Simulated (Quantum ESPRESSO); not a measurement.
## Different elements on one site among Al Au Rh W

These are calculations, not measurements. They come from Quantum ESPRESSO 7.5, a public plane-wave density functional program. Each row is one single-point run on a made-up periodic cell of eight metal atoms, with elements, volume, strain and displacements drawn at random and not relaxed, so a cell may be unstable or far from any real phase. There is no spin polarisation or spin-orbit coupling.

Settings: PBE unless stated; PseudoDojo standard norm-conserving files; Fermi-Dirac width 0.25 eV, which means electrons at about 2900 K; cutoff 1197 eV; 5 x 5 x 4 k mesh shifted half a step off Gamma. E is the free energy of the whole cell (internal energy minus TS), so a -TS column is already part of it. Stress is positive in tension, and the pressure P is minus a third of its trace.

Checks: one run of this series was repeated at a higher cutoff and on a denser mesh, which moved values by no more than 0.002 eV, 0.03 GPa and 0.007 eV/Å, and a second program with other atomic files agreed on it to 2 % rms in force and 0.5 GPa in pressure. Known limits: heavy elements are run without spin-orbit coupling, which real alloys of them have; a spin test at this wide smearing found no moment, but such smearing suppresses magnetism that the real alloy may have.

The lattice is hexagonal close-packed, and the cell vectors in Å are (4.369, -2.551, 0.044); (-2.938, 0.038, -4.587); (2.947, 5.161, -0.047), a volume of 137.58 Å³. The elements on sites 1 to 8 are W Au Au Rh W X Al W. The runs change X and keep the cell and the displaced positions. The column v is a rough volume for each atom of the pure element, close to PBE values, from general knowledge and not from these runs. Energies are left out, as each element's file has its own zero.

```
run,X,v (Å³),-TS (eV),force on X (eV/Å),rms force (eV/Å),P (GPa)
1,Zr,23.4,-1.451,3.942,1.315,-0.75
2,Hf,22.5,-1.436,4.006,1.303,-1.52
3,Pd,15.3,-1.451,2.344,0.920,-10.75
4,Ag,17.8,?,?,?,?
5,Rh,14.1,-1.523,2.130,0.886,-12.55
```

## Worked fit

A straight line through the runs shown gives P = -30.4 + 1.274 v GPa with v in Å³, an error of 0.028 on the slope and a scatter of 0.23 GPa. At this fixed volume the pressure tends to rise with the size of X.

## Withheld run

Question: what pressure should run 4, with Ag, give?

The fit gives -7.72 ± 0.26 GPa. The calculation gave -7.40 GPa.
